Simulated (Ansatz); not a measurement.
## Nuclear-site quantities of ScGa3 as the cell is scaled

```
CELL_PARAMETERS angstrom
4.09500 0.00000 0.00000
0.00000 4.09500 0.00000
0.00000 0.00000 4.09500
ATOMIC_POSITIONS crystal
Sc 0.00000 0.00000 0.00000
Ga 0.00000 0.50000 0.50000
Ga 0.50000 0.00000 0.50000
Ga 0.50000 0.50000 0.00000
```

Atom numbers follow the list: Sc1, Ga2, Ga3, Ga4.

The geometry is COD entry 1523115, unchecked; take it as a test cell.

Level of theory: DFT, LDA, all-electron PAW with datasets made for the crystal, scalar-relativistic (Ansatz 0.2.0).

The runs use a Γ-centred 9×9×9 k mesh, Fermi–Dirac smearing of 0.05 eV, cutoff 240 eV (chosen by the program for this cell), no spin polarisation.

The contact density is the mean electron density over the nuclear volume; its changes follow the s electrons' response to bonding and compression. Changes below are taken from the unscaled cell, where it is 48275.1 e/Å³ at Sc1, 186549 e/Å³ at Ga2.

```json
{"V/V(cell)": "0.9400", "P (GPa)": "-0.7", "Δρ(0) Sc1 (e/Å³)": "-0.15", "Δρ(0) Ga2 (e/Å³)": "-1.54"}
{"V/V(cell)": "0.9800", "P (GPa)": "-4.0", "Δρ(0) Sc1 (e/Å³)": "?", "Δρ(0) Ga2 (e/Å³)": "-0.49"}
{"V/V(cell)": "1.0000", "P (GPa)": "-5.4", "Δρ(0) Sc1 (e/Å³)": "0.00", "Δρ(0) Ga2 (e/Å³)": "0.00"}
{"V/V(cell)": "1.0100", "P (GPa)": "-6.1", "Δρ(0) Sc1 (e/Å³)": "0.02", "Δρ(0) Ga2 (e/Å³)": "?"}
{"V/V(cell)": "1.0400", "P (GPa)": "-7.8", "Δρ(0) Sc1 (e/Å³)": "0.07", "Δρ(0) Ga2 (e/Å³)": "?"}
```

Q: What belongs in the row "1.0400", column "Δρ(0) Ga2 (e/Å³)"?

A: 0.92.

Q: Give the missing entry: row "0.9800", column "Δρ(0) Sc1 (e/Å³)".

A: -0.04.

Q: Fill in "Δρ(0) Ga2 (e/Å³)" for the row "1.0100".

A: 0.24.

The datasets are made afresh for each cell, so very small changes are uncertain.
